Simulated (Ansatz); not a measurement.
Rb2NbF6:
```xyz
9
Lattice="6.2250 0.0000 0.0000 -3.1125 5.3910 0.0000 0.0000 0.0000 4.7240" Properties=species:S:1:pos:R:3 pbc="T T T"
Rb     0.0000     3.5940     3.2962
Rb     3.1125     1.7970     1.4278
Nb     0.0000     0.0000     0.0000
F      4.7557     0.8483     3.7040
F     -1.6432     4.5427     1.0201
F      3.1125     3.6944     3.7040
F      0.0000     1.6966     1.0201
F      1.4693     0.8483     3.7040
F      1.6432     4.5427     1.0201
```
The run is spin-polarised; directions of the spins, atom by atom: 0 0 ↑ 0 0 0 0 0 0.

Relaxed with HSE06. Special points in fractions of this cell's reciprocal vectors: Γ (0.000, 0.000, 0.000); M (0.500, 0.000, 0.000); K (0.333, 0.333, 0.000); A (0.000, 0.000, 0.500); L (0.500, 0.000, 0.500); H (0.333, 0.333, 0.500).

Q: List the band energies nearest the valence-band maximum at these points for DFT-HSE06 in the program Ansatz with PAW potentials.

A: In eV from the valence-band maximum; about four levels below and three above (degenerate sets whole), none deeper than 8.9 eV; points with the same levels are listed once.

```
k                            below                above
---  -----------------------------  -------------------
Γ ↑        -5.83 -5.83 -5.68 -0.18       2.30 2.30 3.92
M ↑        -5.92 -5.87 -5.78 -0.14       2.36 2.44 5.41
K ↑        -5.88 -5.88 -5.79 -0.13  2.41 2.41 5.61 5.61
A ↑        -5.81 -5.78 -5.78 -0.08  2.34 2.34 5.85 5.85
L ↑        -5.89 -5.88 -5.76 -0.01       2.33 2.41 5.54
H ↑         -5.94 -5.81 -5.81 0.00  2.37 2.37 5.78 5.78
Γ ↓        -5.76 -5.73 -5.73 -5.68       2.69 2.69 3.42
M ↓        -5.82 -5.82 -5.81 -5.73       2.75 2.84 3.54
K ↓        -5.83 -5.79 -5.78 -5.78       2.81 2.81 3.55
A ↓  -5.88 -5.88 -5.82 -5.69 -5.69       2.75 2.75 3.69
L ↓        -5.91 -5.81 -5.79 -5.67       2.73 2.81 3.77
H ↓        -5.88 -5.88 -5.72 -5.72       2.78 2.78 3.77
```

Space group P-3m1. The workflow started from a Materials Project entry (that database holds measured and hypothetical structures alike); the Crystallography Open Database files this formula in space group No. 164, but the cells were not matched. Whether it is the stable phase at ambient conditions was not checked. The cell was relaxed with HSE06 under the symmetry of its start; whether a distortion lowers the energy is not shown. The final state is ferromagnetic, the only order run, not a proven ground state. The cell computed holds one magnetic atom, so no antiferromagnetic order was within reach. Other orbital occupations within this spin state were not tried. The hybrid was solved on a coarse mesh, the path and, where they were found, the r²SCAN edge points; its band edges are the extreme levels among these. Scalar-relativistic: spin–orbit coupling is off unless named, which matters more the heavier the elements.

Potentials: the later of the program's two PAW sets.
